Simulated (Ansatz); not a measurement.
How far is PAW off for In$_{3}$P?

```
CELL_PARAMETERS angstrom
0.00000 3.67189 3.67189
3.67189 0.00000 3.67189
3.67189 3.67189 0.00000
ATOMIC_POSITIONS crystal
P 0.00000 0.00000 0.00000
In 0.50000 0.50000 0.50000
In 0.25000 0.25000 0.25000
In 0.75000 0.75000 0.75000
```

Atoms are numbered in the order listed.

The structure comes from a relaxation in the same program, started in the D03 type, and has space group Fm-3m. Whether it is a known phase or the ground state wasn't checked.

Spin–orbit coupling is left out, though it moves levels of the heavy atoms by tenths of an eV or more.

Methods: DFT, PBE, PAW with Ansatz's default frozen-core files, scalar-relativistic (Ansatz 0.2.0); DFT, PBE, all-electron LAPW, scalar-relativistic (Ansatz 0.2.0).

For PAW: a Γ-centred 10×10×10 k mesh, Fermi–Dirac smearing of 0.03 eV, cutoff 420 eV, no spin polarisation. LAPW targets a basis error of 1 meV/atom. The Ansatz runs share mesh, smearing and spin set-up. Plane-wave (PAW) pressures include the program's estimate of the Pulay term.

Stress and pressure are positive in compression.

Levels count from the Fermi level.

PAW results:

```json
{"quantity": "pressure (GPa)", "PAW": "0.02"}
{"quantity": "highest filled level at Γ (eV)", "PAW": "-1.763"}
{"quantity": "lowest empty level at Γ (eV)", "PAW": "0.080"}
{"quantity": "highest filled level at K (eV)", "PAW": "-1.092"}
{"quantity": "lowest empty level at K (eV)", "PAW": "0.374"}
{"quantity": "highest filled level at L (eV)", "PAW": "-0.831"}
{"quantity": "lowest empty level at L (eV)", "PAW": "0.994"}
```

Question: What does all-electron LAPW give for the same quantities?

Answer: 
| quantity | LAPW |
| --- | --- |
| pressure (GPa) | 0.02 |
| highest filled level at Γ (eV) | -1.763 |
| lowest empty level at Γ (eV) | 0.080 |
| highest filled level at K (eV) | -1.092 |
| lowest empty level at K (eV) | 0.374 |
| highest filled level at L (eV) | -0.831 |
| lowest empty level at L (eV) | 0.994 |
